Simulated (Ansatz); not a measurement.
TaGe2 in space group P6/mmm (No. 191; Ta on 1a, Ge on 2d) at seven volumes, the program Ansatz at the LDA level (PAW), shape and atoms relaxed at each. One row is withheld.

| V (Å³/atom) | P (GPa) |
|---|---|
| 14.671 | 16.62 |
| 15.154 | 10.03 |
| 15.638 | 4.55 |
| 16.122 | 0.00 |
| 16.605 | ? |
| 17.089 | -6.94 |
| 17.572 | -9.64 |

Q: Fit the shown pressures and predict the withheld one.

A: P = (3/2)B₀(x^(7/2) − x^(5/2))[1 + (3/4)(B′ − 4)(x − 1)] with x = (V₀/V)^(2/3). Least squares on the six rows gives V₀ = 16.122 Å³/atom, B₀ = 139 GPa, B′ = 5.06. At V = 16.605, x = 0.9805 and P = -3.81 GPa. The run itself gave -3.79 GPa.

The cell is a constructed one: a structure type filled with these elements; neither database checked (COD, Materials Project) lists it. COD files the formula under space group No. 180, so this cell is another polymorph or a model. Whether it is the stable phase at ambient conditions was not checked. The LDA relaxation kept the symmetry of its start. At this level the phase is dynamically unstable (imaginary phonons). The run is not spin-polarised. Scalar-relativistic: spin–orbit coupling is off unless named, which matters more the heavier the elements.

Potentials: the later of the program's two PAW sets.
